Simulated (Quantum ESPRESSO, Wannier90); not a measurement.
# Wannierisation of PtSe₂ (CdI2 type)

Structure: Materials Project mp-1115, symmetrised, not relaxed again. COD (Crystallography Open Database) has an entry of this formula and space group (matched by these alone). Level: PBEsol, no spin polarisation, no spin-orbit coupling; pw.x of Quantum ESPRESSO at 69 Ry with PseudoDojo potentials, 12×12×6 k-points, Wannier90. Density: 12×12×6 mesh, Gaussian smearing 0.01 Ry. The cell is built of weakly bound layers, chains or molecules, whose nearest atoms lie 3.85 Å apart. Database cells relaxed without dispersion often hold them too far apart, which can enlarge gaps and weakens couplings between them; spacing and stacking were not compared with the measured crystal. Spin-orbit coupling is left out although heavy elements are present.

The plane-wave run has 37 bands and 50 electrons a cell. On the energy scale of pw.x, whose zero is arbitrary, the valence-band maximum lies at 10.84 eV.

Input w.win, without the blocks of cell, atoms and k-points (864 lines):

```
num_bands = 20
num_wann = 11
exclude_bands = 1-16
num_iter = 800
conv_tol = 1.0e-6
conv_window = 4
dis_num_iter = 1000
dis_conv_tol = 1.0e-6
dis_froz_max = 12.69
write_hr = true
write_u_matrices = true
begin projections
Pt: d
Se: p
end projections
mp_grid = 12 12 6
```

Problem. This input has a fault. Which, and what does the program do?

Solution. wannier90.x stops with:
```
w90_wannier90_readwrite_read: mismatch in w.eig
```
num_bands differs from the number of bands in the files, which is the number computed minus those excluded. Mended as below, all else unchanged, the run goes through (Ω_I = 19.1 Å²) and follows the plane-wave bands to 0.4 meV rms (states up to 1.3 eV relative to the valence-band maximum).
```
num_bands = 21
```
